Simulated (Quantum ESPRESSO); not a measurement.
# ZnAl2SiN4: convergence and cost over cutoff and k mesh

Simulated, not a measurement. The program is pw.x of Quantum ESPRESSO 7.5 (plane-wave density functional theory). The cell is made up: 8 atoms on a zincblende/diamond lattice, with randomly drawn elements, strain and displacements, not relaxed. PseudoDojo standard norm-conserving files (v0.5 for PBE, v0.4.1 for LDA and PBEsol) set the functional; there is no spin polarisation, spin-orbit coupling or dispersion term, and the masses in the input are unused placeholders.

Input of the run in row 2:

```
&control calculation='scf', pseudo_dir='./dojo.nc.sr.pbe.v0_5.standard.upf', outdir='./o', disk_io='low', tprnfor=.true., tstress=.true. /
&system ibrav=0, nat=8, ntyp=4, nbnd=31, ecutwfc=84.00895049, nosym=.true., tot_charge=0,
 occupations='smearing', smearing='fd', degauss=0.0018374661
/
&electrons conv_thr=7.350e-09, electron_maxstep=60, /
ATOMIC_SPECIES
Al 1.0 Al.upf
N 1.0 N.upf
Si 1.0 Si.upf
Zn 1.0 Zn.upf
CELL_PARAMETERS angstrom
4.5866 0.0211 -0.0513
0.0211 4.5818 0.0679
-0.0513 0.0679 4.4582
ATOMIC_POSITIONS angstrom
Zn 0.0499 -0.0102 0.0251
Al 0.0605 2.2708 2.254
Si 2.2949 0.0865 2.2268
Al 2.3472 2.2691 -0.023
N 1.1643 1.1882 1.1531
N 1.0629 3.4764 3.3466
N 3.3992 1.1848 3.3676
N 3.4307 3.3742 1.2026
K_POINTS automatic
4 4 4 1 1 1
```

The same cell was run at these settings. Meshes are shifted by half a step, and differences are from the last row, which is itself not exact.

| cutoff (eV) | k mesh | k points solved | threshold (eV) | free energy less the last row's (eV) | pressure (GPa) | largest stress difference (GPa) | largest force difference (eV/Å) | iterations | wall time (s) | k-point pools | processor |
| --- | --- | --- | --- | --- | --- | --- | --- | --- | --- | --- | --- |
| 800 | 2 x 2 x 2 | 4 | 1e-04 | 1.779 | -39.42 | 24.34 | 0.079 | 9 | 7 | 4 | Intel Xeon, 2023 or later |
| 1143 | 4 x 4 x 4 | 32 | 1e-07 | 0.002 | -15.42 | 0.01 | 0.001 | 11 | 29 | 4 | Intel Xeon, 2023 or later |
| 1437 | 6 x 6 x 6 | 108 | 1e-07 | 0.000 | -15.43 | 0.00 | 0.000 | 11 | 113 | 4 | Intel Xeon, 2023 or later |

Each pool is one process. Wall times include start-up and a band step at six k points, which weighs most on the coarsest meshes. The runs were on shared virtual cores whose load varied, so times are rough.